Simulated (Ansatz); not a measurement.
The start is a relaxed CoSi2 cell shaken by Gaussian noise of σ = 0.08 Å a coordinate. A full variable-cell relaxation at zero pressure is run with PBE (plane waves to 420 eV, PAW, scalar-relativistic; Ansatz, a program for electronic structure). The first steps use a coarse 5×5×4 k-mesh.

Initial structure:
```yaml
crystal:
  lattice:
    - [5.04368, 0.00000, 0.00000]
    - [-2.52184, 4.36796, 0.00000]
    - [0.00000, 0.00000, 5.76835]
  atoms:
    - { symbol: Si, position: [0.96665, 0.32968, 0.19787] }
    - { symbol: Si, position: [0.68422, 0.68247, 0.22192] }
    - { symbol: Si, position: [0.35553, 0.00482, 0.21845] }
    - { symbol: Si, position: [0.66083, 0.99776, 0.77798] }
    - { symbol: Si, position: [0.99806, 0.63341, 0.79319] }
    - { symbol: Si, position: [0.36708, 0.34497, 0.77421] }
    - { symbol: Co, position: [0.01187, 0.03162, 0.00012] }
    - { symbol: Co, position: [0.33229, 0.66559, 0.50682] }
    - { symbol: Co, position: [0.68629, 0.32010, 0.50730] }
```

Task: What is the largest force in the starting geometry, and on which atom (counted from 1)?

Result: About 3.5 eV/Å, on Si1 (atoms numbered as listed).

Task: How much energy is released per atom?

Result: 0.41 eV/atom.

Task: How does the volume change?

Result: -9.5 %, from 14.12 to 12.78 Å³/atom.

Task: Does it find its way back to the structure it was made from?

Result: It does not go back: it reaches Cmmm (No. 65), 0.34 eV/atom below the parent.

Task: How do the shortest distances between atoms change?

Result: The closest pairs of elements (up to four, under 3.6 Å), start → end: Co–Si 1.99 → 2.26 Å; Si–Si 2.67 → 2.50 Å; Co–Co 2.82 → 2.60 Å.

Task: Is the relaxed structure metallic? Give its gap.

Result: No gap (metallic).

Task: Write out the relaxed structure.

Result: 
```cif
data_Co6Si12
_chemical_formula_sum 'Si12 Co6'
_space_group_name_H-M_alt 'Cmmm'
_space_group_IT_number 65
_space_group_name_Hall '-C 2 2'
_cell_length_a 3.78827
_cell_length_b 11.40630
_cell_length_c 5.32371
_cell_angle_alpha 90.000
_cell_angle_beta 90.000
_cell_angle_gamma 90.000
loop_
_atom_site_label
_atom_site_type_symbol
_atom_site_symmetry_multiplicity
_atom_site_Wyckoff_symbol
_atom_site_fract_x
_atom_site_fract_y
_atom_site_fract_z
_atom_site_occupancy
Si1 Si 8 n 0.00000 0.33472 0.26506 1
Si2 Si 4 k 0.00000 0.00000 0.24174 1
Co1 Co 2 c 0.00000 0.50000 0.50000 1
Co2 Co 4 i 0.00000 0.17167 0.00000 1
```
(The calculation used a cell of 9 atoms; values per cell refer to that cell.)

Final values are on a 13×13×9 k-mesh of the relaxed cell. No spin polarisation in the result. The relaxed primitive cell holds an odd number of electrons. A magnetic state may lie lower.

The relaxed structure here is a generated cell of CoSi2: the first start was made by placing the elements on the sites of a structure type, and the end was not matched to a known phase here, so it may be hypothetical. Known forms of CoSi2 include space group No. 225.
